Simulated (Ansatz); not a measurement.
AlPt$_{3}$C:
```yaml
crystal:
  lattice:
    - [4.17711, 0.00000, 0.00000]
    - [0.00000, 4.17711, 0.00000]
    - [0.00000, 0.00000, 4.17711]
  atoms:
    - { symbol: Al, position: [0.00000, 0.00000, 0.00000] }
    - { symbol: Pt, position: [0.00000, 0.50000, 0.50000] }
    - { symbol: Pt, position: [0.50000, 0.00000, 0.50000] }
    - { symbol: Pt, position: [0.50000, 0.50000, 0.00000] }
    - { symbol: C, position: [0.50000, 0.50000, 0.50000] }
```

Relaxed with PBE. Special points in fractions of this cell's reciprocal vectors: Γ (0.000, 0.000, 0.000); X (0.000, 0.500, 0.000); M (0.500, 0.500, 0.000); R (0.500, 0.500, 0.500).

Problem. List the band energies nearest the Fermi level at these points for DFT-PBE in the program Ansatz with PAW potentials.

Solution. In eV from the Fermi level; about four levels below and three above (degenerate sets whole), none deeper than 8.9 eV; points with the same levels are listed once.

```csv
k,below,above
Γ,-1.02 -0.98 -0.98 -0.98,1.12 1.12 1.12
X,-2.30 -0.97 -0.30 -0.30,1.01 2.96 3.61 3.61
M,-2.27 -1.72 -0.49 -0.49,0.94 2.02 4.42
R,-2.41 -2.41 -1.19 -1.19 -1.19,0.93 0.93 0.93
```

Space group Pm-3m (anti-perovskite). The start of the workflow was typed in or built on a structure type; neither database checked (COD, Materials Project) lists it. Whether it is the stable phase at ambient conditions was not checked. Symmetry was held in the PBE relaxation; whether a distortion lowers the energy is not shown. No spin polarisation was allowed. Its formation energy is positive at this level, so the cell may be metastable or incomplete. Spin–orbit coupling is left out wherever it is not named.

Potentials: the later of the program's two PAW sets.
